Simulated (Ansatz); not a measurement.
Level: PBE, no spin polarisation; 420 eV; 9×9×9 Γ-centred mesh; fermi-dirac occupations (width 0.1 eV); Ansatz 0.2.0, fixed geometry.

Computed maps in the lattice plane spanned by a (left to right, 3.95 Å, 12 points from zero) and b (bottom to top, 3.95 Å, 12 points from zero), 90° apart, at height 0.500 along c. The fields are smooth PAW ones with compensation charges, not the true ones near nuclei.

Valence density. Digits on a logarithmic scale: 0 up to 0.03 e/Å³, each further digit a factor of 1.6, 9 from 1.3 e/Å³ up:
```
579997555555
699999655555
699999655555
699999655555
579997555555
556665556665
555555579997
655555699999
655555699999
655555699999
555555579997
556665556665
```

Task: The cell is Ni$_{2}$HgP$_{2}$. Which atoms lie within 0.2 Å of this plane, and where (fractions of a and b)?

Result: Ni at (0.75, 0.25), Ni at (0.25, 0.75). The whole cell:
```
P Hg Ni
1.0
     0.00000    3.94793    0.00000
     3.94793    0.00000    0.00000
     1.97396    1.97396   -4.74500
P Hg Ni
2 1 2
Direct
  0.37600 0.37600 0.24800
  0.62400 0.62400 0.75200
  0.00000 0.00000 0.00000
  0.75000 0.25000 0.50000
  0.25000 0.75000 0.50000
```

Origin: a known structure type with other elements, at an estimated volume, so it need not be a known compound. Caveats: no spin polarisation, so a magnetic state may lie lower.
